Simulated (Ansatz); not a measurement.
With the program Ansatz at the PBE level (PAW), SiC in the hexagonal phase (P6_222; Si on 3d, C on 3c) relaxes to a = 3.085 Å, c = 7.062 Å. Its formation energy from the elements is 0.36 eV/atom, with no fitted shifts.

The Kohn–Sham gap is 0.87 eV (indirect). The valence maximum lies at Γ and the conduction minimum at M (3 equivalent valleys). The electron mass is 0.17, 0.45, 0.77 mₑ (principal values). The hole mass is 0.39, 0.39, 3.6 mₑ (principal values).

The bulk modulus is 219 GPa.

The start of the workflow was typed in or built on a structure type; neither database checked (COD, Materials Project) lists it. It is not the phase usual at ambient conditions (space group No. 186, 216). The PBE relaxation kept the symmetry of its start; its stability against distortions is not shown here. Its formation energy is positive at this level, so the cell may be metastable or incomplete. The references are the lowest solids computed at this level, not always the standard phases.

Potentials: the later of the program's two PAW sets.
